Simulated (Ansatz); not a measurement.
In DFT-PBE in the program Ansatz with PAW potentials, Ta$_{4}$C$_{3}$ in the trigonal phase (R-3m; Ta on 6c, C on 6c, Ta on 6c, C on 3a) relaxes to a = 3.145 Å, c = 30.407 Å. C on 6c has 6 nearest neighbours from 2.18 Å (octahedral); C on 3a has 6 nearest neighbours from 2.25 Å (octahedral). Its formation energy from the elements is -0.63 eV/atom, with no fitted shifts.

Electronic character: metallic (no gap).

The start of the workflow was typed in or built on a structure type; neither database checked (COD, Materials Project) lists it. Whether it is the stable phase at ambient conditions was not checked. The cell was relaxed with PBE under the symmetry of its start; whether a distortion lowers the energy is not shown. The run is not spin-polarised. The references are the lowest solids computed at this level, not always the standard phases. Scalar-relativistic: spin–orbit coupling is off unless named, which matters more the heavier the elements.

Potentials: the earlier of the program's two PAW sets.
